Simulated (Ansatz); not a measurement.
**Fe₂B: pressure against volume**

Fe₂B, I4/mcm, a = 4.983 Å, c = 4.156 Å. The structure is a COD entry; whether it is the stable form wasn't checked. Ansatz: PBEsol, PAW, 420 eV, Γ-centred 12×12×12 mesh on 6 atoms, Gaussian smearing 0.10 eV; collinear spin, largest moment 1.6 μB. Shape and atoms are relaxed at each volume; pressure is positive in compression.

```
V (Å³/atom) P (GPa)
      8.084    17.66
      8.342     7.96
      8.600     0.02
      8.858    -6.73
      9.116        ?
```

Question: Take V0 = 8.600 Å³/atom, count pressures from its P0 = 0.02 GPa, fit the third-order Birch–Murnaghan form to the other rows, and predict the missing pressure.

Answer: With the Eulerian strain f = ½[(V0/V)^(2/3) − 1] and y = (P − P0)/[3f(1 + 2f)^(5/2)], the form is the line y = B0 + 1.5 B0 (B0′ − 4) f. Rows (f, y): 0.02106, 251.8; 0.01026, 245.2; -0.00976, 242.2. Means f = 0.007187, y = 246.40; Σ(Δf)² = 0.0004891, ΣΔfΔy = 0.1424; the slope is their ratio. y = 244.3 + 291.2 f GPa, so B0 = 244.3 GPa and B0′ = 4 + 2 × (291.2)/(3 × 244.3) = 4.79. At V = 9.116, f = -0.01905, y = 238.75 and P = -12.36 GPa. The run gave -12.66 GPa, so the fit is 0.30 GPa too high, 0.99 % of the span of the series, against an rms of 0.07 GPa on the fitted rows. The row lies outside the fitted range. The records add: the largest moment runs from 1.37 to 1.87 μB along the series.

The largest moment runs from 1.37 to 1.87 μB along the series, so B0 and B0′ hold the change of the moment too.

Only parallel moments were tried here.